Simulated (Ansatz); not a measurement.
All numbers below come from DFT PBE, scalar-relativistic, plane waves, PAW in Ansatz 0.2.0. All cells share a 420 eV cutoff and Γ-centred k meshes spaced at most about 0.3 Å⁻¹ (about 0.25 or finer for metals, 2π included). Collinear spin in cells that started with moments and kept them past the coarse steps, no spin elsewhere.

All energies are static (0 K, no zero-point motion).

Two forms of AlV3N4 were relaxed alike.

A. (site moments V -0.3, 0.6 (×2) μB)

```cif
data_structure
_symmetry_space_group_name_H-M 'P4/mmm'
_symmetry_Int_Tables_number 123
_cell_length_a 2.8920
_cell_length_b 2.8920
_cell_length_c 8.3657
_cell_angle_alpha 90.000
_cell_angle_beta 90.000
_cell_angle_gamma 90.000
_cell_volume 69.97
loop_
_atom_site_label
_atom_site_type_symbol
_atom_site_symmetry_multiplicity
_atom_site_Wyckoff_symbol
_atom_site_fract_x
_atom_site_fract_y
_atom_site_fract_z
_atom_site_occupancy
Al1 Al 1 b 0.00000 0.00000 0.50000 1
V1 V 1 a 0.00000 0.00000 0.00000 1
V2 V 2 h 0.50000 0.50000 0.23618 1
N1 N 2 g 0.00000 0.00000 0.25667 1
N2 N 1 d 0.50000 0.50000 0.50000 1
N3 N 1 c 0.50000 0.50000 0.00000 1
```

B. (no spin)

```cif
data_structure
_symmetry_space_group_name_H-M 'P-43m'
_symmetry_Int_Tables_number 215
_cell_length_a 4.4270
_cell_length_b 4.4270
_cell_length_c 4.4270
_cell_angle_alpha 90.000
_cell_angle_beta 90.000
_cell_angle_gamma 90.000
_cell_volume 86.76
loop_
_atom_site_label
_atom_site_type_symbol
_atom_site_symmetry_multiplicity
_atom_site_Wyckoff_symbol
_atom_site_fract_x
_atom_site_fract_y
_atom_site_fract_z
_atom_site_occupancy
Al1 Al 1 b 0.50000 0.50000 0.50000 1
V1 V 3 d 0.50000 0.00000 0.00000 1
N1 N 4 e 0.74714 0.25286 0.74714 1
```

Question: Which is lower in energy, and by how much?

Answer: A is lower, by 165 meV/atom. A has Al and V ordered on rock salt sites, space group P4/mmm (No. 123), 8.7 Å³/atom and no gap on its mesh; B has Al and V ordered on zinc blende sites, space group P-43m (No. 215), 10.8 Å³/atom and no gap. Counting N atoms around Al and V (those within 1.25 times the shortest such distance or 1.15 times the sum of covalent radii), A has Al 6, V 6 and B has Al 4, V 4. Their magnetic states differ too, which can make part of the margin. The denser one is the lower, and pressure would at first widen the difference. Both come from invented guesses.

Another magnetic order may lie lower. Trial moments died out on the coarse mesh in P-43m; another magnetic start might hold. Cells relaxed within their symmetry can be saddle points.
